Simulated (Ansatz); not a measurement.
InP:
```
CELL_PARAMETERS angstrom
      0.00000     2.95331     2.95331
      2.95331     0.00000     2.95331
      2.95331     2.95331     0.00000
ATOMIC_POSITIONS crystal
  P  0.75000 0.75000 0.75000
  In 0.00000 0.00000 0.00000
```

Relaxed with r²SCAN. Special points in fractions of this cell's reciprocal vectors: Γ (0.000, 0.000, 0.000); X (0.500, 0.000, 0.500); U (0.625, 0.250, 0.625); K (0.375, 0.375, 0.750); L (0.500, 0.500, 0.500); W (0.500, 0.250, 0.750).

### Question
List the band energies nearest the valence-band maximum at these points for DFT-r²SCAN with spin–orbit coupling in the program Ansatz with PAW potentials.

### Answer
In eV from the valence-band maximum; about four levels below and three above (degenerate sets whole), none deeper than 8.9 eV; points with the same levels are listed once.

```json
[
 {"k": "Γ", "below": "0.00 0.00 0.00 0.00", "above": "1.00 1.00 4.09 4.09"},
 {"k": "X", "below": "-2.41 -2.41 -2.32 -2.32", "above": "2.01 2.01 2.51 2.51"},
 {"k": "U", "below": "-3.38 -3.29 -1.98 -1.97", "above": "2.61 2.62 4.66"},
 {"k": "L", "below": "-1.06 -1.06 -0.95 -0.95", "above": "1.77 1.77 5.03 5.03"},
 {"k": "W", "below": "-3.06 -2.99 -2.93 -2.87", "above": "4.54 4.54 4.65"}
]
```

Space group F-43m (zinc blende). The r²SCAN relaxation kept the symmetry of its start; of distortions, only those at the zone centre were tested.

Potentials: the later of the program's two PAW sets.
